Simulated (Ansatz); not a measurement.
The elements of this relaxed trial crystal are hidden behind letters.

```
lattice vectors (Å)
   2.9832    0.0000    0.0000
  -1.4916    2.5835    0.0000
   0.0000    0.0000    7.9154
fractional positions
X 0.0000 0.0000 0.0000
X 0.0000 0.0000 0.5000
Z 0.3333 0.6667 0.2500
Z 0.6667 0.3333 0.7500
Z 0.0000 0.0000 0.2500
Z 0.0000 0.0000 0.7500
```

Theory: DFT PBE, scalar-relativistic, plane waves, PAW (Ansatz 0.2.0). Cutoff 420 eV, Γ-centred 12×12×6 mesh (6-atom cell), Gaussian smearing of 0.10 eV, no spin polarisation.

```
Space group                                : P6_3/mmc (No. 194)
Conventional cell                          : a = 2.983 Å, c = 7.915 Å
Volume per atom                            : 10.17 Å³
Density                                    : 2.71 g/cm³
Formation energy                           : +0.50 eV/atom
Gap on the 12×12×6 mesh of the 6-atom cell : 0 eV (a metal)
```

Energies are uncorrected and count from the elements' standard states at the same level.

Task: X is a p-block element of period 3 and Z is a p-block element of period 2. Which elements are they?

Result: X = Si, Z = B, so the formula is SiB2. Density times volume gives a mean mass of 2.71 × 10.17/1.6605 = 16.6 u per atom, and this set has 16.6 u. Among the elements that the hints allow, noble gases aside, only these give it. Around Si lie 2 B at 1.98 Å; B on its first site has 3 B at 1.72 Å; B on its second site has 3 B at 1.72 Å and 2 Si at 1.98 Å.

A structure relaxed within its symmetry needn't be a true minimum.
